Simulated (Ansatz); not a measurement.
Pt₃Pb:
```xyz
4
Lattice="4.0931 0.0000 0.0000 0.0000 4.0931 0.0000 0.0000 0.0000 4.0931" Properties=species:S:1:pos:R:3 pbc="T T T"
Pt     0.0000     2.0465     2.0465
Pt     2.0465     0.0000     2.0465
Pt     2.0465     2.0465     0.0000
Pb     0.0000     0.0000     0.0000
```

Relaxed with r²SCAN. Special points in fractions of this cell's reciprocal vectors: Γ (0.000, 0.000, 0.000); X (0.000, 0.500, 0.000); M (0.500, 0.500, 0.000); R (0.500, 0.500, 0.500).

**Question.** List the band energies nearest the Fermi level at these points for the program Ansatz at the r²SCAN level (PAW).

**Answer.** In eV from the Fermi level; about four levels below and three above (degenerate sets whole), none deeper than 8.9 eV; points with the same levels are listed once.

```csv
k,below,above
Γ,-0.83 -0.83 -0.83 -0.46,0.11 0.11 0.11
X,-2.34 -2.34 -2.29 -1.16,0.11 1.26 4.30 4.30
M,-2.23 -2.04 -1.78 -1.53,0.90 0.90 5.17
R,-0.34 -0.34 -0.34 -0.04,3.65 3.65 3.65
```

Space group Pm-3m (Cu3Au type). The workflow started from an entry of the Crystallography Open Database (COD). Whether it is the stable phase at ambient conditions was not checked. The cell was relaxed with r²SCAN under the symmetry of its start; its stability against distortions is not shown here. The run is not spin-polarised. Scalar-relativistic: spin–orbit coupling is off unless named, which matters more the heavier the elements.

Potentials: the later of the program's two PAW sets.
